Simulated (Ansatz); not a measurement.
This cell of ZnCu (CsCl type) is off equilibrium:

```
CELL_PARAMETERS angstrom
      3.11414     0.00000     0.00000
      0.00000     3.11414     0.00000
      0.00000     0.00000     3.11414
ATOMIC_POSITIONS crystal
  Zn 0.00000 0.00000 0.00000
  Cu 0.50000 0.50000 0.50000
```

Computed with PBE (plane waves to 420 eV, PAW, scalar-relativistic; Ansatz, a program for electronic structure). k mesh 16×16×16 (Γ-centred), Fermi-Dirac smearing 0.05 eV. The energy includes the smearing's −TS. Compression counts positive. ZnCu is run without spin polarisation. ZnCu was relaxed with its symmetry unable to fall.

Task: What is the stress tensor (GPa)?

Result: 
```
  -11.7      0.0      0.0
    0.0    -11.7      0.0
    0.0      0.0    -11.7
```
The pressure, a third of the trace, is -11.7 GPa.

Task: It is the relaxed cell scaled evenly to V/V₀ = 1.160, atoms relaxed where free. What is its energy relative to the relaxed cell?

Result: 88 meV/atom.

(A scan under strain: stresses follow from slopes of the energy per volume, elastic moduli from its curvatures.)
